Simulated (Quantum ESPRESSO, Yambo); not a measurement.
Levels of theory for the gap of K2S3

K₂S₃ (space group Cmc2_1, No. 36): one geometry, one set of norm-conserving PBEsol (Quantum ESPRESSO, 74 Ry, without SOC) orbitals, self-energies from Yambo (2×2×2 Γ-centred k mesh, 283 bands and a 6 Ry block in the screening, 283 bands in G with the Bruneval-Gonze terminator, plasmon pole fitted at 27.2 eV).

The geometry is that of Materials Project entry mp-7667, symmetrised and not relaxed again.

```csv
level,"gap (0, -0.5, 0) → (-0.5, -0.5, 0) (eV)","direct gap at (-0.5, -0.5, 0) (eV)",rough Yambo cost
PBEsol (Quantum ESPRESSO),1.23,1.30,–
exchange only (Hartree-Fock self-energy on PBEsol orbitals),8.31,8.25,about 1/30 (12 states)
static COHSEX@PBEsol,3.54,3.57,within a factor of two (3 states)
"G0W0@PBEsol, plasmon pole",2.94,2.98,1 (12 states)
```

Bare exchange has no screening and gives the widest gap; static COHSEX screens it but leaves out the frequency dependence, which G0W0 restores. All rows use the PBEsol edge points; in the exchange only run other k points give a smaller gap, 8.25 eV.

Costs are rough ratios of core time on shared machines.

Nearest settings tried, and what they do to the gap: 110 bands in W, 110 bands in G: +40 meV; 134 bands in W: +19 meV; 5 Ry block (349 vectors against 465): -48 meV. Not varied: mesh. So the settings aren't converged at that level. The k mesh is coarse.
